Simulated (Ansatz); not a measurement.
KBr (rock salt, Fm-3m), PBEsol in the plane-wave PAW code Ansatz: ε∞ = 2.62, cell volume 70.25 Å³. Infrared-active transverse modes:

```tsv
ω_TO (cm⁻¹)	oscillator strength S_xx (e²/amu)
111.6	0.04804
```

Problem. Compute the static dielectric constant.

Solution. Each mode adds (4.921e7/V) S/ω²: 2.70. So ε0 = 5.32.

Problem. What LO frequency does the Lyddane–Sachs–Teller relation give?

Solution. ω_LO = ω_TO √(ε0/ε∞) = 159 cm⁻¹.

The PBEsol relaxation kept the symmetry of its start; of distortions, only those at the zone centre were tested. Scalar-relativistic: spin–orbit coupling is off unless named, which matters more the heavier the elements.

Potentials: the later of the program's two PAW sets.
